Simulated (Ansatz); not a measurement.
# Notes on TiTe4Mo4Se4

```
Mo Se Te Ti
1.0
     0.00000    5.26568    5.26568
     5.26568    0.00000    5.26568
     5.26568    5.26568    0.00000
Mo Se Te Ti
4 4 4 1
Direct
  0.40250 0.40250 0.40250
  0.79250 0.40250 0.40250
  0.40250 0.40250 0.79250
  0.40250 0.79250 0.40250
  0.63380 0.63380 0.63380
  0.09860 0.63380 0.63380
  0.63380 0.63380 0.09860
  0.63380 0.09860 0.63380
  0.13720 0.13720 0.13720
  0.58840 0.13720 0.13720
  0.13720 0.13720 0.58840
  0.13720 0.58840 0.13720
  0.00000 0.00000 0.00000
```

The numbers come from plane-wave PAW DFT (Ansatz): LDA, no spin polarisation, 420 eV, 4×4×4 Γ-centred k points, methfessel-paxton occupations (width 0.01 eV). Nothing was relaxed.

Electronic structure: The gap is 0.48 eV, direct at the points sampled.
Charges: Bader charges in e: Ti +1.22, Te -0.49, Mo +0.71, Se -0.52. In the mean Ti gives up most and Se takes most.
Band edges: Within 0.7 eV of the edges, the states project mainly on Mo d (79 %) below the gap and on Ti d (53 %) and Mo d (23 %) above it.
Stress: The pressure is -1.1 GPa (compression positive), so with the atoms held at these fractions the cell would first shrink; the forces are large, so a full relaxation may end otherwise.

Origin: a known structure type with other elements, at an estimated volume, so it need not be a known compound. Caveats: many states at the Fermi level without spin polarisation, so a magnetic state may lie lower; no spin-orbit coupling, which can shift this gap by tenths of an eV.
